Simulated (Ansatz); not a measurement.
Relaxed CsSnI$_{3}$ (cubic perovskite):

```yaml
crystal:
  lattice:
    - [6.27133, 0.00000, 0.00000]
    - [0.00000, 6.27133, 0.00000]
    - [0.00000, 0.00000, 6.27133]
  atoms:
    - { symbol: Cs, position: [0.00000, 0.00000, 0.00000] }
    - { symbol: Sn, position: [0.50000, 0.50000, 0.50000] }
    - { symbol: I, position: [0.00000, 0.50000, 0.50000] }
    - { symbol: I, position: [0.50000, 0.50000, 0.00000] }
    - { symbol: I, position: [0.50000, 0.00000, 0.50000] }
```

In this cell atom 5 (I, nearest neighbour Sn at 3.136 Å; its periodic images, 6.3 Å or more away, move with it) is moved by u·(1.000, 0.000, 0.000) + v·(0.000, 0.000, 1.000); the rest is frozen.

Computed with PBE (plane waves to 420 eV, PAW, scalar-relativistic; Ansatz, a quantum-chemistry and plane-wave program). k mesh 5×5×5 (Γ-centred), Fermi-Dirac smearing 0.05 eV. E stands for the smeared free energy. CsSnI3 was relaxed with its symmetry unable to fall. Spin-orbit coupling is left out, though I is heavy. This is a high-temperature form of CsSnI3.

Changes of ΔE (meV/cell) from the point u = 0.000 Å, v = 0.000 Å when one coordinate moves alone (two changes are said to add if the coupling is within 5 % of the smaller one, nearly so within 20 %):

```tsv
point	change
u = 0.000 Å, v = -0.470 Å	42.78
u = 0.000 Å, v = -0.313 Å	18.36
u = 0.000 Å, v = -0.157 Å	4.51
u = -0.470 Å, v = 0.000 Å	42.78
u = -0.313 Å, v = 0.000 Å	18.36
u = -0.157 Å, v = 0.000 Å	4.51
u = 0.157 Å, v = 0.000 Å	4.51
u = 0.313 Å, v = 0.000 Å	18.36
u = 0.470 Å, v = 0.000 Å	42.78
u = 0.000 Å, v = 0.157 Å	4.51
u = 0.000 Å, v = 0.313 Å	18.36
u = 0.000 Å, v = 0.470 Å	42.78
```

**Question.** What is the change at u = -0.470 Å, v = -0.157 Å, where both move, and how far is it from the sum?

**Answer.** The sum of the single changes is 42.78 + (4.51) = 47.29; the calculation gives 48.99, so the coupling contributes 1.70 (over 20 % of the smaller single change, not additive).

**Question.** What is the change at u = 0.470 Å, v = 0.313 Å, where both move, and how far is it from the sum?

**Answer.** The sum of the single changes is 42.78 + (18.36) = 61.14; the calculation gives 68.34, so the coupling contributes 7.20 (over 20 % of the smaller single change, not additive).

(A displaced cell: forces are minus the slopes of the energy, force constants its curvatures, and phonons follow from these.)
